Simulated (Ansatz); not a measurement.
Data sheet: Zr₅Ga₃ (DFT)

Zr5Ga3:
Space group P6₃/mcm (No. 193); a = 8.1071 Å, b = 8.1071 Å, c = 5.7334 Å, α = 90.00°, β = 90.00°, γ = 120.00°

| atom | site | symmetry | x | y | z |
|---|---|---|---|---|---|
| Zr | 4d | 3.2 | 0.3333 | 0.6667 | 0.0000 |
| Zr | 6g | m2m | 0.2429 | 0.2429 | 0.2500 |
| Ga | 6g | m2m | 0.6084 | 0.6084 | 0.2500 |

Space group P6_3/mcm (No. 193); conventional cell a = b = 8.107 Å, c = 5.733 Å, α = β = 90.00°, γ = 120.00°.

Method: DFT-r²SCAN in the program Ansatz with PAW potentials. Structure relaxed to zero pressure with the same functional. Other levels are named where they apply.

**Cell and energy**

Volume per atom: 20.40 Å³
Density: 6.77 g/cm³
Formation energy from the elements (no fitted shifts): -0.59 eV/atom

**Electronic structure**

Electronic character: metallic (no gap)
Density of states at the Fermi level: 1.1 states/eV per atom (mean over ±0.08 eV)

The first step of the workflow began from a Materials Project structure, measured or hypothetical; the Crystallography Open Database copy checked does not list it. Its standing as an ambient phase is unchecked. Symmetry was held in the r²SCAN relaxation; whether a distortion lowers the energy is not shown. The run is not spin-polarised. Axis ratios of metals converge slowly with the k-mesh, so a and c are less sure than the volume. The references are the lowest solids computed at this level, not always the standard phases. Spin–orbit coupling is left out wherever it is not named.

Potentials: the earlier of the program's two PAW sets.
